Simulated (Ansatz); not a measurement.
# Equation of state of HfRu from a dense series

```
CELL_PARAMETERS angstrom
3.22500 0.00000 0.00000
0.00000 3.22500 0.00000
0.00000 0.00000 3.22500
ATOMIC_POSITIONS crystal
Hf 0.00000 0.00000 0.00000
Ru 0.50000 0.50000 0.50000
```

Atoms are numbered in the order listed.

The geometry is COD entry 1523508, unchecked; take it as a test cell.

No spin–orbit coupling, which matters for the heavy atoms here.

The calculation used DFT, PBEsol, all-electron LAPW, scalar-relativistic (Ansatz 0.2.0).

The runs use a Γ-centred 11×11×11 k mesh, Fermi–Dirac smearing of 0.08 eV, basis error target 0.5 meV/atom, no spin polarisation.

The cell is scaled evenly. Fractional coordinates are held (clamped ions).

```tsv
V (Å³/atom)	P (GPa)
16.100	5.82
16.436	1.17
16.603	-0.98
16.771	-3.03
16.939	-4.97
17.106	-6.82
17.442	-10.23
17.777	-13.31
```

(1) Fit a third-order Birch–Murnaghan curve to the pressures.

(2) Predict the pressure at the withheld volume, 15.765 Å³/atom.

Results:

(1) P = (3B0/2)(y^(7/2) − y^(5/2))[1 + (3/4)(B0′ − 4)(y − 1)] with y = (V0/V)^(2/3) fits within 0.01 GPa for V0 = 16.525 Å³/atom, B0 = 211.7 GPa and B0′ = 4.10.

(2) There y = 1.0319, so the fit gives 10.99 GPa; the run gave 10.97 GPa.
